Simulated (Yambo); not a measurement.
```
CELL_PARAMETERS angstrom
     -1.92034     1.92034     3.03504
      1.92034    -1.92034     3.03504
      1.92034     1.92034    -3.03504
ATOMIC_POSITIONS crystal
  P  0.57139 0.57139 0.00000
  Sn 0.00061 0.00061 0.00000
```

The geometry is that of Materials Project entry mp-7526, symmetrised and not relaxed again.

**Question.** Where are the main features of Im ε from RPA with local fields on PBEsol bands (Yambo; 12×12×12 mesh, 62 bands, 4 Ry local-field block, 0.25 eV broadening; field along x)?

**Answer.** Peaks at 2.1 eV (28), heights in brackets. Only interband transitions are included: the Drude term is missing, so nothing below about 0.6 eV and no real part is shown. Peak heights and small wiggles depend on the k mesh. 

Spin-orbit coupling is not included.

The structure is a Materials Project entry; no match was found in the copy of COD used, and its stability was not checked.
